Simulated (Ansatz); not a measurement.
KMgH₃ (cubic perovskite, space group No. 221), LDA in the plane-wave PAW code Ansatz. The conduction-band minimum lies at R, with 1 equivalent valley. Second derivatives d²E/dk² of the lowest band at one valley (eV·Å²), along Cartesian directions:

```
direction  d²E/dk²
---------  -------
[100]        21.99
[010]        21.99
[001]        21.99
[110]        21.98
[101]        21.98
[011]        21.98
```

### Question
Find the principal effective masses, the density-of-states mass and the conductivity mass.

### Answer
Off-diagonal terms follow from H_xy = H[110] − (H_xx + H_yy)/2, and m*/mₑ = 7.620 eV·Å² over each eigenvalue: 0.35, 0.35, 0.35. One valley's DOS mass (m₁m₂m₃)^(1/3) = 0.35, conductivity mass 3/(Σ 1/mᵢ) = 0.35 mₑ.

### Question
What effective density of states Nc follows at 300 K for parabolic valleys?

### Answer
Nc = 2.509e19 × 1 × (0.35)^(3/2) ≈ 5.2e18 cm⁻³.

### Question
With the computed static dielectric constant 8.95 (mean of the diagonal), estimate a hydrogenic donor's binding energy and radius.

### Answer
E = 13.606 eV × 0.35/8.95² ≈ 59 meV; a = 0.529 Å × ε/m* ≈ 14 Å. Semilocal masses tend to be too small where the gap is.

Space group Pm-3m (cubic perovskite). The first step of the workflow began from a Materials Project structure, measured or hypothetical; the Crystallography Open Database files this formula in space group No. 221, but the cells were not matched. Its standing as an ambient phase is unchecked. The LDA relaxation kept the symmetry of its start; phonons on a q-mesh show no instability.

Potentials: the later of the program's two PAW sets.
